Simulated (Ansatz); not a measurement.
Molecular dynamics on a 1×1×1 supercell (4 atoms) of RbLuS2 (R-3m), relaxed with r2SCAN. Forces come from r2SCAN in Ansatz 0.2.0: Langevin thermostat and barostat (NPT), 1000 K, steps of 3 fs. Spin polarisation is off, nuclei are classical, and the run is far too short for thermal averages.

```yaml
crystal:
  lattice:
    - [1.9884272488, 1.1480190074, 7.6358285434]
    - [-1.9884272488, 1.1480190074, 7.6358285434]
    - [0.0, -2.2960380147, 7.6358285434]
  atoms:
    - { symbol: Rb, position: [0.0, 0.0, 0.0] }
    - { symbol: Lu, position: [0.5, 0.5, 0.5] }
    - { symbol: S, position: [0.2297281989, 0.2297281989, 0.2297281989] }
    - { symbol: S, position: [0.7702718011, 0.7702718011, 0.7702718011] }
kpoints:
  mp_grid: { grid: [4, 4, 4] }
hamiltonian:
  xc: r2scan
scf:
  occupations: { method: fermi_dirac, width: 0.086 }
md:
  ensemble: npt_langevin
  temperature: 1000
  timestep: 3.0
  n_steps: 30
  initial_velocities: maxwell_boltzmann
  seed: 9895
```

Command: `ansatz run input.yaml --threads 4 --pin off --max-ram 3686MiB --backend cpu --events-out ev --progress --plain --runs-dir out`.

Q: It ran on 4 threads of Arm Neoverse V2, on a shared host, load about 0.4 per core. About how long did it take, and how much host memory at the peak?

A: About 3.3 min, with a peak of 0.72 GiB.

Q: How do temperature and energy develop?

A: The temperature starts at 750 K, is lowest at step 11 (332 K, 33 fs) and ends at 919 K. The atoms start on their lattice sites with kinetic energy alone, so much of it first passes into potential energy. The first value is 3/4 of the setting, since velocities are drawn without the motion of the centre of mass and T is counted over all atoms.
```tsv
step	t (fs)	T (K)	free energy F from step 0 (meV/atom)	kinetic energy (meV/atom)	pressure (GPa)	volume (Å³/atom)	largest force (eV/Å)
0	0	750	0.0	96.9	0.45	26.15	0.00
1	3	756	1.2	97.7	0.73	26.16	0.21
2	6	1070	4.9	138.4	1.13	26.20	0.42
3	9	1000	11.4	129.2	1.35	26.26	0.63
4	12	970	19.7	125.3	1.58	26.31	0.83
5	15	825	28.7	106.7	1.77	26.34	1.05
6	18	791	39.0	102.3	2.05	26.35	1.27
7	21	764	50.7	98.7	2.34	26.37	1.52
8	24	764	61.5	98.8	2.56	26.39	1.75
9	27	680	69.2	87.9	2.62	26.42	1.90
10	30	564	73.5	72.9	2.57	26.43	1.98
11	33	332	74.1	42.8	2.33	26.46	1.97
12	36	537	71.2	69.4	2.24	26.49	1.89
13	39	723	65.6	93.5	2.07	26.50	1.75
14	42	596	59.2	77.0	1.70	26.52	1.63
15	45	735	53.1	95.0	1.46	26.55	1.53
16	48	822	48.1	106.3	1.16	26.58	1.45
17	51	946	44.4	122.2	0.83	26.64	1.36
18	54	1134	41.9	146.6	0.49	26.71	1.26
19	57	950	41.9	122.8	-0.06	26.80	1.14
20	60	1125	45.1	145.4	-0.39	26.91	1.04
21	63	1155	51.4	149.2	-0.78	27.02	0.96
22	66	1092	59.9	141.2	-1.09	27.12	0.94
23	69	901	69.3	116.4	-1.37	27.20	1.09
24	72	884	78.9	114.3	-1.52	27.29	1.21
25	75	855	88.6	110.5	-1.60	27.35	1.33
26	78	763	99.1	98.7	-1.68	27.41	1.46
27	81	894	109.6	115.5	-1.54	27.45	1.56
28	84	752	120.1	97.2	-1.45	27.48	1.64
29	87	859	131.7	111.1	-1.20	27.49	1.71
30	90	919	142.6	118.8	-0.91	27.50	1.75
```

Positions (Å) and forces (eV/Å) at step 30:
```
cell (Å): 2.022 1.168 7.766; -2.022 1.168 7.766; 0.000 -2.335 7.766
Rb   0.324   0.006   0.064    -0.169  -0.742   0.413
Lu  -0.065  -0.049  11.672     0.531  -0.115   0.490
S    0.052  -0.570   5.566    -0.303   1.175  -1.266
S    0.047  -0.079  18.009    -0.059  -0.319   0.362
```
